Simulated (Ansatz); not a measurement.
## ZnAg (Pm-3m), clamped-ion strain scan

These are results of DFT PBEsol, scalar-relativistic, plane waves, PAW (Ansatz), not measurements. Cutoff 420 eV, Γ-centred 16×16×16 k-points, Gaussian smearing of 0.15 eV. No spin polarisation. Energies are free energies at this smearing, counted from the undisturbed cell; pressure is positive in compression.

The starting cell (as given, not relaxed at this level; it stands at -3.9 GPa, and it needn't be the usual structure):

```
Zn Ag
1.0
     3.15600    0.00000    0.00000
     0.00000    3.15600    0.00000
     0.00000    0.00000    3.15600
Zn Ag
1 1
Direct
  0.50000 0.50000 0.50000
  0.00000 0.00000 0.00000
```

The cell is strained by ε times the Voigt pattern (0, 1, 0, 0, 0, 0) (xx, yy, zz, yz, xz, xy; engineering shear) with fractional coordinates fixed. The cell is metallic on the mesh throughout.

```
      ε  ΔE (meV/atom) stress summed along the pattern (GPa, tension positive) pressure (GPa)
-0.0400           -6.9                                                        ?               ?
-0.0300           -6.9                                                        ?               ?
-0.0200           -5.6                                                     1.84            -1.8
-0.0100           -3.3                                                     2.89            -2.9
 0.0000            0.0                                                     3.86            -3.9
 0.0100            4.2                                                     4.76            -4.8
 0.0200            9.3                                                     5.58            -5.6
 0.0300           15.2                                                     6.39            -6.4
 0.0350              ?                                                        ?            -6.8
 0.0400           21.9                                                     7.23            -7.1
```

Problem. Give the withheld values.

Solution. stress summed along the pattern (GPa, tension positive) at ε = -0.0400: -0.69; pressure (GPa) at ε = -0.0400: 0.5; stress summed along the pattern (GPa, tension positive) at ε = -0.0300: 0.65; pressure (GPa) at ε = -0.0300: -0.7; ΔE (meV/atom) at ε = 0.0350: 18.4; stress summed along the pattern (GPa, tension positive) at ε = 0.0350: 6.81.